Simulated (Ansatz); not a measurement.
The relaxed structure here is a generated cell of WS2: the first start was made by placing the elements on the sites of a structure type, and the end was not matched to a known phase here, so it may be hypothetical. Known forms of WS2 include space group No. 194.

A relaxed structure of WS₂. Level of theory: r2SCAN (plane waves to 500 eV, PAW, scalar-relativistic; Ansatz, a program for electronic structure).

```xyz
12
Lattice="5.9275 0.0000 0.0000 0.0000 5.9202 0.0000 -1.1581 0.0000 6.0328" Properties=species:S:1:pos:R:3 pbc="T T T"
W      1.4019     0.2950     1.2055
W      3.9465     3.2551     1.8110
W      3.3674     5.6252     4.8274
W      0.8229     2.6651     4.2219
S      0.0697     2.0358     2.0724
S      5.2788     4.9959     0.9440
S      4.6997     3.8844     3.9604
S     -0.5094     0.9243     5.0889
S      2.0772     4.5088     2.9876
S      3.2713     1.5487     0.0288
S      2.6922     1.4114     3.0452
S      1.4981     4.3715     6.0041
```

Problem. Find the space group and the Wyckoff positions (tolerance 0.01 Å).

Solution. Space group P2₁/c (No. 14); a = 5.927 Å, b = 5.920 Å, c = 6.143 Å, α = γ = 90.00°, β = 100.87°

| atom | site | symmetry | x | y | z |
|---|---|---|---|---|---|
| W | 4e | 1 | 0.2756 | 0.0498 | 0.1998 |
| S | 4e | 1 | 0.0789 | 0.3439 | 0.3435 |
| S | 4e | 1 | 0.5528 | 0.2616 | 0.0048 |

This is the AFLOW prototype A2B_mP12_14_2e_e (C43, as in ZrO2).

Problem. Give the shortest distances between elements (the closest pairs, up to four, under 3.6 Å).

Solution. S–W 2.36 Å; S–S 2.87 Å.

The volume per atom comes out as 17.64 Å³. The band gap comes out as no gap on the sampled points, where the bands overlap only slightly; such a result is sensitive to mesh and level.

No spin polarisation in the result. Without spin-orbit coupling the bands of the heavy element are not split, so the gap can be far off.

The run could not lose the symmetry of its start, so the end can be a saddle point.
